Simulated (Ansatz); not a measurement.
Al₂O₃ (corundum)

Space group R-3c, hexagonal axes (No. 167); a = 4.773 Å, b = 4.773 Å, c = 13.013 Å, α = 90.00°, β = 90.00°, γ = 120.00°

| atom | site | symmetry | x | y | z |
|---|---|---|---|---|---|
| Al | 12c | 3. | 0.0000 | 0.0000 | 0.1480 |
| O | 18e | .2 | 0.3059 | 0.3059 | 0.2500 |
(The calculation used a cell of 10 atoms; values per cell refer to that cell.)

E(V) scan at fixed shape, V₀ the volume above. The atoms relax within the cell's symmetry.

Calculation: PBEsol (plane waves to 420 eV, PAW, scalar-relativistic; Ansatz, a quantum-chemistry and plane-wave program). k mesh 8×8×8 (Γ-centred), Fermi-Dirac smearing 0.05 eV. E stands for the smeared free energy. Compression counts positive. Al2O3 was relaxed with its symmetry unable to fall. The PAW data are Ansatz's earlier set. ΔE is measured from the relaxed starting cell.

```
V (Å³/atom)  P (GPa)  ΔE (eV/atom)
-----------  -------  ------------
8.045           17.0    (withheld)
8.131           13.8        0.0176
8.216           10.7        0.0111
8.302            7.8        0.0062
8.388            5.1        0.0027
8.473            2.5        0.0007
8.559            0.0        0.0000
8.644           -2.4        0.0006
8.730           -4.6        0.0025
8.816           -6.8    (withheld)
8.901           -8.8        0.0097
8.987          -10.7        0.0149
9.072          -12.6        0.0211
```

### Question
Fill in the missing entries.

### Answer

- 8.045, ΔE (eV/atom): 0.0258
- 8.816, ΔE (eV/atom): 0.0055

(Under strain, the slope of the energy per volume gives the stress and its curvature an elastic modulus.)
